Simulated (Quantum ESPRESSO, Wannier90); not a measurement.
**Tight-binding from DFT: NaH (rock salt)**

```xyz
2
Lattice="0.0000 2.3864 2.3864 2.3864 0.0000 2.3864 2.3864 2.3864 0.0000" Properties=species:S:1:pos:R:3 pbc="T T T"
Na     0.0000     0.0000     0.0000
H      2.3864     2.3864     2.3864
```

Materials Project entry mp-23870; symmetrised, unrelaxed at this level. COD (Crystallography Open Database) has an entry of this formula and space group (matched by these alone). Method: PBEsol plane waves in Quantum ESPRESSO 7.5 (PseudoDojo norm-conserving files, 71 Ry, no spin polarisation, no spin-orbit coupling), Bloch states on a 10×10×10 mesh through Γ, Wannier90 4.0.1. Density: 12×12×12 mesh, cold smearing 0.01 Ry.

Band 5 is isolated and gives one Wannier function a cell (H2 1s 77 %, Na1 3s 21 %; spread 1.56 Å²). Its on-site energy is ε = -1.192 eV relative to the valence-band maximum, and its hoppings t(R) = t(−R) to the nearer images are (images within this range that aren't listed have |t| under 5 meV):

```csv
R (lattice vectors; −R alike),distance (Å),t (eV)
0 0 1,3.37,-0.262
0 1 -1,3.37,-0.262
0 1 0,3.37,-0.262
1 -1 0,3.37,-0.262
1 0 -1,3.37,-0.262
1 0 0,3.37,-0.262
1 -1 -1,4.77,-0.008
1 -1 1,4.77,-0.008
1 1 -1,4.77,-0.008
0 1 -2,5.85,0.024
0 1 1,5.85,0.024
0 2 -1,5.85,0.024
1 -2 0,5.85,0.024
1 -2 1,5.85,0.024
1 0 -2,5.85,0.024
1 0 1,5.85,0.024
1 1 -2,5.85,0.024
1 1 0,5.85,0.024
2 -1 -1,5.85,0.024
2 -1 0,5.85,0.024
2 0 -1,5.85,0.024
```

Question: Work out the band energy at Γ, X, U, K from these numbers.

Answer: For one orbital E(k) = ε + Σ_R 2 t(R) cos(2π k·R), the sum over the listed R.
- Γ, k = (0.000, 0.000, 0.000): E = -1.192 + (-0.262)·(12.00) + (-0.008)·(6.00) + (0.024)·(24.00) = -3.81 eV; pw.x: -3.82 eV
- X, k = (0.500, 0.000, 0.500): E = -1.192 + (-0.262)·(-4.00) + (-0.008)·(6.00) + (0.024)·(-8.00) = -0.38 eV; pw.x: -0.19 eV
- U, k = (0.625, 0.250, 0.625): E = -1.192 + (-0.262)·(-3.66) + (-0.008)·(2.00) + (0.024)·(4.00) = -0.15 eV; pw.x: -0.12 eV
- K, k = (0.375, 0.375, 0.750): E = -1.192 + (-0.262)·(-3.66) + (-0.008)·(2.00) + (0.024)·(4.00) = -0.15 eV; pw.x: -0.12 eV

At these points the listed shells miss the plane-wave band by up to 0.19 eV, of a width of 3.82 eV on the path. With all its hoppings the model misses the band by 0.9 meV at worst on the whole path, so most of the miss comes from the hoppings not listed.
